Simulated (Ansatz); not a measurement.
RuW:
```xyz
2
Lattice="2.7568 0.0000 0.0000 -1.3784 2.3874 0.0000 0.0000 0.0000 4.4168" Properties=species:S:1:pos:R:3 pbc="T T T"
Ru     0.0000     0.0000     2.2084
W      1.3784     0.7958     0.0000
```

Relaxed with PBEsol. Special points in fractions of this cell's reciprocal vectors: Γ (0.000, 0.000, 0.000); M (0.500, 0.000, 0.000); K (0.333, 0.333, 0.000); A (0.000, 0.000, 0.500); L (0.500, 0.000, 0.500); H (0.333, 0.333, 0.500).

Question: List the band energies nearest the Fermi level at these points for DFT-PBEsol with spin–orbit coupling in the program Ansatz with PAW potentials.

Answer: In eV from the Fermi level; about four levels below and three above (degenerate sets whole), none deeper than 8.9 eV; points with the same levels are listed once.

| k | below | above |
|---|---|---|
| Γ | -0.46 -0.46 -0.22 -0.22 | 0.22 0.22 1.19 1.19 |
| M | -1.08 -1.08 -0.35 -0.35 | 1.74 1.74 4.26 4.26 |
| K | -2.45 -2.36 -1.49 -1.27 | 0.04 0.20 2.18 |
| A | -1.49 -1.49 -1.21 -1.21 | 1.42 1.42 1.66 1.66 |
| L | -3.60 -3.60 -0.75 -0.75 | 0.70 0.70 1.32 1.32 |
| H | -2.37 -1.49 -1.24 -0.15 | 0.14 0.17 0.34 |

Space group P-6m2. The workflow started from a Materials Project entry (that database holds measured and hypothetical structures alike); the Crystallography Open Database copy checked does not list it. With Ru and W taken as one species the cell has the higher symmetry P6_3/mmc, so it may be an ordered model of a mixed-site phase. Whether it is the stable phase at ambient conditions was not checked. The PBEsol relaxation kept the symmetry of its start; its stability against distortions is not shown here. No spin polarisation was allowed.

Potentials: the later of the program's two PAW sets.
